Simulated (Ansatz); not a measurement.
Consider the following.

Ti₂AlC in space group P6_3/mmc (No. 194; Ti on 4f, Al on 2d, C on 2a), a = b = 3.038 Å, c = 13.632 Å, α = β = 90.00°, γ = 120.00°.

This is the PBEsol-relaxed structure.

All from PBEsol (plane waves, PAW; program Ansatz), unless another level is named. Give the electronic character.

metallic (no gap).

What about the density of states at the Fermi level?

0.32 states/eV per atom (mean over ±0.08 eV).

And the formation energy from the elements (no fitted shifts)?

-0.75 eV/atom.

The first step of the workflow began from a Materials Project structure, measured or hypothetical; the Crystallography Open Database copy checked does not list it. Its standing as an ambient phase is unchecked. The PBEsol relaxation kept the symmetry of its start; its stability against distortions is not shown here. No spin polarisation was allowed. The references are the lowest solids computed at this level, not always the standard phases.

Potentials: the later of the program's two PAW sets.
